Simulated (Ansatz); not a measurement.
A crystal relaxed with r2SCAN in the plane-wave code Ansatz has space group Cm (No. 8) and a = 13.050 Å, b = 3.930 Å, c = 6.826 Å, β = 99.9°.

```tsv
atom	site	x	y	z
Ga	2a	0.0026	0.0000	0.0057
Ga	2a	0.4975	0.0000	0.4944
Ga	2a	0.2496	0.5000	0.2502
In	2a	0.2508	0.0000	0.7509
Xx	2a	0.4484	0.0000	0.8162
Xx	2a	0.4344	0.5000	0.3111
Xx	2a	0.1863	0.0000	0.0778
Xx	2a	0.1805	0.5000	0.5437
```

The r2SCAN gap is direct at Γ: 1.58 eV. The HSE06 gap is direct at Γ: 2.04 eV. Meshes: r2SCAN 8×8×4, HSE06 4×4×2. r2SCAN's ε∞ is 9.5 along x and y, 9.6 along z.

**Question.** Which element is Xx?
A. N
B. As
C. Sb
D. P

**Answer.** D. Xx is P: InGa3P4, ordered on the zincblende lattice (Cm) with 8 atoms a cell. Ga is surrounded by 4 P at 2.36–2.40 Å; Ga is surrounded by 4 P at 2.35–2.40 Å; Ga is surrounded by 4 P at 2.33–2.38 Å; In is surrounded by 4 P at 2.50–2.54 Å; P is surrounded by 3 Ga at 2.39 Å and 1 In at 2.54 Å; P is surrounded by 4 Ga at 2.38–2.40 Å; P is surrounded by 3 Ga at 2.36–2.37 Å and 1 In at 2.52 Å; P is surrounded by 2 Ga at 2.33–2.35 Å and 2 In at 2.50 Å.

Note: simulated data, non-magnetic, for a generated structure that need not be the stable one.

No spin-orbit coupling is included; it can move band edges with weight on the heavy atoms by tenths of an eV.

The meshes of the hybrids are coarse, so their gaps aren't converged to the digits shown.

For a response run the program warns that the ground state's bands aren't all converged, so ε∞ carries an extra error.
